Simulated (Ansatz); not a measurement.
Sn₂Pt:
```xyz
3
Lattice="0.0000 3.2383 3.2383 3.2383 0.0000 3.2383 3.2383 3.2383 0.0000" Properties=species:S:1:pos:R:3 pbc="T T T"
Sn     1.6191     1.6191     1.6191
Sn     4.8574     4.8574     4.8574
Pt     0.0000     0.0000     0.0000
```

Relaxed with r²SCAN. Special points in fractions of this cell's reciprocal vectors: Γ (0.000, 0.000, 0.000); X (0.500, 0.000, 0.500); U (0.625, 0.250, 0.625); K (0.375, 0.375, 0.750); L (0.500, 0.500, 0.500); W (0.500, 0.250, 0.750).

**Question.** List the band energies nearest the Fermi level at these points for plane-wave PAW r²SCAN with spin–orbit coupling (Ansatz code).

**Answer.** In eV from the Fermi level; about four levels below and three above (degenerate sets whole), none deeper than 8.9 eV; points with the same levels are listed once.

```
k                                below                          above
-  -----------------------------------  -----------------------------
Γ  -3.92 -3.92 -3.92 -3.92 -3.01 -3.01  1.54 1.54 2.29 2.29 2.29 2.29
X  -3.60 -3.60 -3.60 -3.60 -0.67 -0.67            2.08 2.08 6.85 6.85
U              -3.10 -3.10 -2.54 -2.54            0.23 0.23 3.59 3.59
L              -1.31 -1.31 -0.61 -0.61            0.76 0.76 0.88 0.88
W              -3.50 -3.50 -2.44 -2.44            2.05 2.05 2.12 2.12
```

Space group Fm-3m (fluorite or antifluorite type). The workflow started from an entry of the Crystallography Open Database (COD). Its standing as an ambient phase is unchecked. The r²SCAN relaxation kept the symmetry of its start; its stability against distortions is not shown here. The run is not spin-polarised.

Potentials: the later of the program's two PAW sets.
